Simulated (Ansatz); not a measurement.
**Phonons of LiGa (Fd-3m)**

```xyz
4
Lattice="0.0000 3.0763 3.0763 3.0763 0.0000 3.0763 3.0763 3.0763 0.0000" Properties=species:S:1:pos:R:3 pbc="T T T"
Li    0.0000    0.0000    0.0000
Li    1.5382    1.5382    1.5382
Ga    3.0763    3.0763    3.0763
Ga    4.6145    4.6145    4.6145
```

Conventional cell: a = 6.153 Å, b = 6.153 Å, c = 6.153 Å, α = 90.00°, β = 90.00°, γ = 90.00°. Around Li (atom 1) lie 4 Li at 2.66 Å and 4 Ga at 2.66 Å. Ga (atom 3) is surrounded by 4 Li at 2.66 Å and 4 Ga at 2.66 Å.

Unless marked otherwise, the numbers come from PBEsol, all-electron LAPW in Ansatz 0.2.0, scalar-relativistic. k mesh 8×8×8, Fermi-Dirac smearing of 0.080 eV, basis error target 1 meV/atom. The cell was relaxed by PAW under this functional. This phase needn't be the one found at ambient conditions.

Atoms are displaced by 0.01 Å in the primitive cell, which gives the zone-centre modes alone. Negative values stand for unstable modes.

Q: Is the structure dynamically stable at these wave vectors?

A: Yes, no mode is unstable there; wave vectors off this mesh aren't tested.

Q: How do the optical zone-centre modes decompose, and which are active?

A: Point group m-3m: Γ_opt = 2T2g + T1u.

```csv
label,cm⁻¹,activity,mostly
T2g,170.6,Raman,Ga (99 %)
T1u,251.3,IR,Li (91 %)
T2g,365.4,Raman,Li (99 %)
```

In a metal the activity is that of symmetry alone; free carriers screen the infrared modes.

Q: How well do frozen-core PAW files reproduce these all-electron values?

A: With a cutoff of 420 eV and displacements of 0.0025 Å, the r.m.s. difference over the modes is 0.0 cm⁻¹; the largest difference is 251.2 (PAW) against 251.3 cm⁻¹ (LAPW).

Q: The cell is scaled evenly to 57.355 and 59.102 Å³ (from 58.228), with free atoms relaxed and the shape held. What are the mode Grüneisen parameters γ = −d ln ω/d ln V?

A: For the highest mode, 372.1 cm⁻¹ in the small cell and 358.9 in the large one give γ ≈ 1.20. From the change of the dynamical matrix on each mode:

```
point   cm⁻¹     γ
Gamma  170.6  1.70
Gamma  251.3  1.65
Gamma  365.4  1.21
```

Keep in mind: responses of metals move with mesh and smearing; zone-boundary modes aren't tested; the frozen-core PAW files of the compared runs were fitted under PBE, their cores solved anew for this functional.
